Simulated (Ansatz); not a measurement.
# Stationary points along a deformation path in Mg

The calculation used DFT PBEsol, scalar-relativistic, plane waves, PAW (Ansatz). The runs took a 420 eV cutoff, a Γ-centred 20×20×20 mesh and Gaussian smearing (0.15 eV). No spin polarisation. Energies are free energies at this smearing, counted from the undisturbed cell; pressure is positive in compression.

The undisturbed cell (as given, not relaxed at this level; it stands at 0.2 GPa; this fcc form isn't the usual structure):

```
Mg
1.0
     0.00000    2.24426    2.24426
     2.24426    0.00000    2.24426
     2.24426    2.24426    0.00000
Mg
1
Direct
  0.00000 0.00000 0.00000
```

At fixed volume and fractional coordinates, lengths along (0.000, 0.000, 1.000) are scaled against those across it; ρ is that ratio over its starting value. V = 22.607 Å³/atom. Δσ is the stress along the axis less the mean stress across it (compression positive).

| ρ | ΔE (meV/atom) | Δσ (GPa) | space group |
| --- | --- | --- | --- |
| 0.707 | 14.2 | 0.00 | Im-3m |
| 0.780 | 13.2 | 0.61 | I4/mmm |
| 0.850 | 6.7 | 0.85 | I4/mmm |
| 1.000 | 0.0 | 0.00 | Fm-3m |
| 1.200 | 47.6 | -6.11 | I4/mmm |
| 1.414 | 197.4 | -13.08 | I4/mmm |

How does the stress give the slope of the energy, and where is the energy stationary?

Along the path d ln(length) is 2/3 d ln ρ on the axis and −1/3 d ln ρ across it, so dE/d ln ρ = −(2/3) V Δσ: the energy falls with ρ where Δσ is positive. Δσ vanishes or changes sign at ρ = 0.707 (Im-3m, an end of the scan), at 14.2 meV/atom; at ρ = 1.000 (Fm-3m), a minimum at 0.0 meV/atom. Pairs of stationary points between two samples would go unseen, and could change a minimum read from distant neighbours into a maximum. At ρ = 0.707, 1.000 the cell is cubic, where symmetry alone makes the stress isotropic and the slope zero.

In a metal these slopes depend on the k mesh and the smearing.